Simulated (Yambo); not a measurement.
A G0W0@LDA run in Yambo for KNH$_{2}$ (space group P2_1/m, No. 11) (4×4×2 Γ-centred k mesh, 148 bands and a 7 Ry block in the screening, 148 bands in G with the Bruneval-Gonze terminator, plasmon pole fitted at 27.2 eV) gives these matrix elements, in eV, at the band edges (Γ → Γ):

| state | E0 | <Vxc> | <Σx> | <Σc(E0)> | Z |
|---|---|---|---|---|---|
| valence edge | 0.000 | -15.479 | -19.695 | 2.717 | 0.791 |
| conduction edge | 1.941 | -9.183 | -4.810 | -3.093 | 0.856 |

Q: Solve the linearised quasiparticle equation for both states, give the gap, and say how exchange and correlation each act on it.

A: E = E0 + Z(Σx + Σc − Vxc). Valence: 0.000 + 0.791 × (-19.695 + (2.717) − (-15.479)) = -1.19 eV. Conduction: 1.941 + 0.856 × (-4.810 + (-3.093) − (-9.183)) = 3.04 eV. The gap is 4.22 eV, against 1.94 eV in LDA. Replacing Vxc by bare exchange alone would open it by 8.59 eV; correlation takes back 5.81 eV of that, and Z scales what is left. Nearest settings tried, and what they do to the gap: 115 bands in W, 115 bands in G: +0 meV; 6 Ry block (181 vectors against 219): -42 meV; 4×4×4 mesh: +16 meV. So the settings aren't converged at that level. 

Geometry of the Materials Project entry, not relaxed at this level; primitive cell a = 4.5476 Å, b = 3.7393 Å, c = 6.1855 Å, α = 90.00°, β = 95.31°, γ = 90.00°.
